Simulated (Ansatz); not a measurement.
ScF$_{3}$ in space group R-3c (No. 167; Sc on 6b, F on 18e), the program Ansatz at the r²SCAN level (PAW). The conduction-band minimum lies at Γ, with 1 equivalent valley. Second derivatives d²E/dk² of the lowest band at one valley (eV·Å²), along Cartesian directions:

| direction | d²E/dk² |
|---|---|
| [100] | 4.278 |
| [010] | 4.277 |
| [001] | 4.173 |
| [110] | 4.278 |
| [101] | 4.307 |
| [011] | 4.364 |

Problem. Find the principal effective masses, the density-of-states mass and the conductivity mass.

Solution. Off-diagonal terms follow from H_xy = H[110] − (H_xx + H_yy)/2, and m*/mₑ = 7.620 eV·Å² over each eigenvalue: 1.7, 1.8, 1.9. One valley's DOS mass (m₁m₂m₃)^(1/3) = 1.8, conductivity mass 3/(Σ 1/mᵢ) = 1.8 mₑ.

Problem. What effective density of states Nc follows at 300 K for parabolic valleys?

Solution. Nc = 2.509e19 × 1 × (1.8)^(3/2) ≈ 6.1e19 cm⁻³.

Problem. With the computed static dielectric constant 7.50 (mean of the diagonal), estimate a hydrogenic donor's binding energy and radius.

Solution. E = 13.606 eV × 1.8/7.50² ≈ 440 meV; a = 0.529 Å × ε/m* ≈ 2.2 Å. Semilocal masses tend to be too small where the gap is.

The first step of the workflow began from a Materials Project structure, measured or hypothetical; the Crystallography Open Database copy checked does not list it. COD files the formula under space group No. 155, 191, 194, 221, so this cell is another polymorph or a model. Its standing as an ambient phase is unchecked. The r²SCAN relaxation kept the symmetry of its start; phonons on a q-mesh show no instability. No spin polarisation was allowed.

Potentials: the later of the program's two PAW sets.
